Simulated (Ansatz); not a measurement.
Input and command of a plane-wave DFT calculation in Ansatz:

```yaml
crystal:
  lattice:
    - [2.0430703154, 1.1795671966, 3.6504]
    - [-2.0430703154, 1.1795671966, 3.6504]
    - [0.0, -2.3591343931, 3.6504]
  atoms:
    - { symbol: Sb, position: [0.23364, 0.23364, 0.23364] }
    - { symbol: Sb, position: [0.76636, 0.76636, 0.76636] }
basis:
  ecutwfc: 420
kpoints:
  mp_grid: { grid: [12, 12, 12] }
hamiltonian:
  xc: pbesol
scf:
  occupations: { method: gaussian, width: 0.15 }
output:
  forces: true
  stress: true
  eigenvalues: true
```

```bash
ansatz run input.yaml --threads 1 --pin off --max-ram 2560MiB --backend cpu --events-out ev --progress --plain --runs-dir out
```

Processor: Arm Neoverse V2, 1 thread, on a host shared with other jobs.

Question: How long does it run, and how much memory does it take?

Answer: About 7.3 s on 1 thread of Arm Neoverse V2 (shared host), peak memory 0.41 GiB. It solves 19 bands at 189 k points (the mesh reduced by symmetry) with about 1015 plane waves, in 7 SCF iterations.
